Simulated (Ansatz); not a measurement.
**Optical constants of NaY**

All numbers below come from Ansatz, DFT PBEsol, scalar-relativistic, plane waves, PAW. Settings: 420 eV plane-wave cutoff, Γ-centred 10×10×10 mesh, Fermi-Dirac smearing of 0.15 eV. No spin polarisation.

Equilibrium structure at this level:
```
Na Y
1.0
     3.96573    0.00000    0.00000
     0.00000    3.96573    0.00000
     0.00000    0.00000    3.96573
Na Y
1 1
Direct
  0.50000 0.50000 0.50000
  0.00000 0.00000 0.00000
```

The cell was built by swapping an element in a database structure (itself possibly hypothetical) and relaxing; it need not be the stable form of this composition. In a metal these results depend on the k mesh and the smearing.

Independent-particle response (no local fields, no excitons) on a 18×18×18 mesh, broadened by 0.1 eV; the Drude term is undamped and its weight carries the smearing above, which sets much of it in a semimetal. The run couldn't bound its error over part or most of this range, so small peaks and near ties are unsure. Light polarised along x. ε₁ lacks the small share of bands above those solved.

(1) Tabulate ε₁ and ε₂ against photon energy.

(2) Where is the highest local maximum of ε₂ between 0.3 and 11 eV?

Results:

(1)
```csv
E (eV),ε₁,ε₂
0.3,-72.67,44.95
0.7,-5.18,38.43
1.1,-3.68,31.75
1.5,-14.97,21.95
1.9,-7.36,11.50
2.3,-6.93,11.05
2.7,-6.73,6.20
3.1,-5.00,4.17
3.5,-4.54,2.42
3.9,-1.98,1.15
4.3,1.68,2.09
4.7,-1.20,6.87
5.1,-3.26,3.64
5.5,-1.91,1.91
5.9,-1.73,1.77
6.3,-1.75,1.32
6.7,-1.41,0.81
7.1,-0.98,0.54
7.5,-0.69,0.44
7.9,-0.44,0.37
8.3,-0.28,0.34
8.7,-0.10,0.25
9.1,0.09,0.24
9.5,0.24,0.31
9.9,0.22,0.34
10.3,0.24,0.32
10.7,0.31,0.24
```

(2) At 2.0 eV, where ε₂ = 11.5.